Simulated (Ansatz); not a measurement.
# Ti$_{2}$Cd: stiffness from a series of strains

```yaml
crystal:
  lattice:
    - [-1.43250, 1.43250, 6.71000]
    - [1.43250, -1.43250, 6.71000]
    - [1.43250, 1.43250, -6.71000]
  atoms:
    - { symbol: Ti, position: [0.32400, 0.32400, 0.00000] }
    - { symbol: Ti, position: [0.67600, 0.67600, 0.00000] }
    - { symbol: Cd, position: [0.00000, 0.00000, 0.00000] }
```

Atoms are numbered in the order listed.

The cell comes from COD entry 1525205, which wasn't checked; take it as a given geometry.

Computed with DFT, LDA, all-electron LAPW, scalar-relativistic in Ansatz 0.2.0.

Numerical set-up: a Γ-centred 16×16×16 k mesh, Fermi–Dirac smearing of 0.08 eV, basis error target 1 meV/atom, no spin polarisation.

The strain is applied along the Cartesian axes of the cell as listed (the other components stay zero). Fractional coordinates are held (clamped ions).

σ is the change of stress from the unstrained cell, which is at -8.11 GPa; tension is positive, so slopes are stress–strain coefficients at that pressure. In a metal the k mesh adds noise.

Only quantities that a quadratic follows smoothly over the whole series are listed; rougher ones are left out.

```tsv
εzz	σzz (GPa)	σxx (GPa)
-0.0200	-2.76	-1.38
0.0000	0.00	0.00
0.0100	1.30	0.60
0.0200	2.57	1.14
```

(1) Fit the series and read off the stiffness at zero strain.

(2) One run, at εzz = -0.0100, is withheld. Predict its row.

Results:

(1) Least-squares fits y = p0 + p1 x + p2 x² to the rows give σzz (GPa): p1 = 133, p2 = -230; σxx (GPa): p1 = 63, p2 = -300. So C33 = 133 GPa and C13 = 63 GPa, for these axes.

(2) The fits give -1.36, -0.66; the run gave -1.35, -0.66.
